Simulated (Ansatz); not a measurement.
YRh$_{5}$ in space group P6/mmm (No. 191; Rh on 2c, Y on 1a, Rh on 3g), r²SCAN (plane waves, PAW; program Ansatz), all energies at zero smearing, with the estimated change up to a 700 eV cutoff added, with one set of potentials and settings (totals compare only within such a set). Cell of 6 atoms (5 Rh, 1 Y): -35938.039 eV.

| element | reference phase | E (eV/atom) |
|---|---|---|
| Rh | Fm-3m, 1 atoms in the cell | -6415.2735 |
| Y | P6_3/mmc, 2 atoms in the cell | -3859.7073 |

Formation energy per atom, worked out: (-35938.039 − 5×(-6415.2735) − 1×(-3859.7073))/6 = -0.327 eV/atom (-32 kJ per mol of atoms), at 0 K, without zero-point energy or fitted corrections.

The workflow started from an entry of the Crystallography Open Database (COD). Its standing as an ambient phase is unchecked. The r²SCAN relaxation kept the symmetry of its start; its stability against distortions is not shown here. No spin polarisation was allowed. The references are the lowest solids computed at this level, not always the standard phases.

Potentials: the later of the program's two PAW sets.
